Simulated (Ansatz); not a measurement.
Mg:
```
CELL_PARAMETERS angstrom
      3.14658     0.00000     0.00000
     -1.57329     2.72502     0.00000
      0.00000     0.00000     5.03802
ATOMIC_POSITIONS crystal
  Mg 0.33333 0.66667 0.25000
  Mg 0.66667 0.33333 0.75000
```

Relaxed with LDA. Special points in fractions of this cell's reciprocal vectors: Γ (0.000, 0.000, 0.000); M (0.500, 0.000, 0.000); K (0.333, 0.333, 0.000); A (0.000, 0.000, 0.500); L (0.500, 0.000, 0.500); H (0.333, 0.333, 0.500).

### Question
List the band energies nearest the Fermi level at these points for DFT-LDA in the program Ansatz with PAW potentials.

### Answer
In eV from the Fermi level; about four levels below and three above (degenerate sets whole), none deeper than 8.9 eV; … stands for higher levels left out; points with the same levels are listed once.

```csv
k,below,above
Γ,-7.18 -1.66 -1.14,11.09 11.09 11.22 11.22
M,-2.25 -2.24,2.76 3.12 3.50
K,-0.69 -0.67 -0.67,4.26 4.26 4.55
A,-5.70 -5.70,5.41 5.41 …
L,-1.15 -1.15 -0.47 -0.47,8.20 8.20 …
H,–,0.17 0.17 0.67 0.67
```

Space group P6_3/mmc (hcp (Mg type)). The LDA relaxation kept the symmetry of its start; of distortions, only those at the zone centre were tested.

Potentials: the earlier of the program's two PAW sets.
